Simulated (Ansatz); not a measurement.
A geometry of Be away from equilibrium: the start of the relaxation of a relaxed Be cell, doubled along one cell vector, shaken by Gaussian noise of σ = 0.08 Å a coordinate. All values below come from PBEsol (plane waves to 420 eV, PAW, scalar-relativistic; Ansatz, an electronic-structure program). Γ-centred k-mesh 9×17×13 on the run's cell (coarser than for final values), Fermi–Dirac smearing 0.05 eV.

```xyz
2
Lattice="4.2809 0.0000 0.0000 -1.0702 1.8537 0.0000 0.0000 0.0000 2.4182" Properties=species:S:1:pos:R:3:forces:R:3 pbc="T T T" free_energy=-179.556 pressure_GPa=1.2
Be    -0.0404    -0.0425     1.1958    1.2340    0.9237    0.3835
Be     2.2292     0.0731     0.9809   -1.2340   -0.9237   -0.3835
```

Positions in Å, forces in eV/Å, free energy of the cell in eV (comparable only within this code, potentials and settings). Largest force: 1.59 eV/Å, on Be1, Be2 (atoms numbered as listed); the geometry lies 0.49 eV/atom above the end of its relaxation.

No spin polarisation in the result.

The run could not lose the symmetry of its start: the end is stationary, and may be a saddle point rather than a minimum.

The end of the path is a generated cell of Be: the first start was made by a random draw of sites in a space group, and the end was not matched to a known phase here, so it may be hypothetical. Known forms of Be include space group No. 194.
